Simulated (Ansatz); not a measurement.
# BePd: two-dimensional strain map

The calculation used DFT PBEsol, scalar-relativistic, plane waves, PAW (Ansatz 0.2.0). Cutoff 420 eV, Γ-centred 16×16×16 k-points, Gaussian smearing of 0.15 eV. No spin polarisation. Energies are free energies at this smearing, counted from the undisturbed cell; pressure is positive in compression.

Reference structure (as given, not relaxed at this level; it stands at -3.0 GPa, and it needn't be the usual structure):

```xyz
2
Lattice="2.8130 0.0000 0.0000 0.0000 2.8130 0.0000 0.0000 0.0000 2.8130" Properties=species:S:1:pos:R:3 pbc="T T T"
Be    0.0000    0.0000    0.0000
Pd    1.4065    1.4065    1.4065
```

The cell is strained by p along both x and y and by q along z, fractional coordinates fixed. Points are written (p, q).

Energy above the undisturbed cell in meV/atom (a dash: not computed):

```csv
p \ q,-0.030,-0.015,0.000,0.015,0.030
-0.030,?,23.1,12.5,5.5,2.3
-0.015,12.2,4.0,-0.3,-1.5,?
0.000,1.5,?,0.0,4.5,11.3
0.015,?,5.6,11.7,21.2,33.1
0.030,19.3,24.0,33.7,47.5,63.9
```

**Question.** Fill in the withheld energies.

**Answer.** (-0.030, -0.030): 37.7; (-0.015, 0.030): 0.2; (0.000, -0.015): -1.4; (0.015, -0.030): 4.4.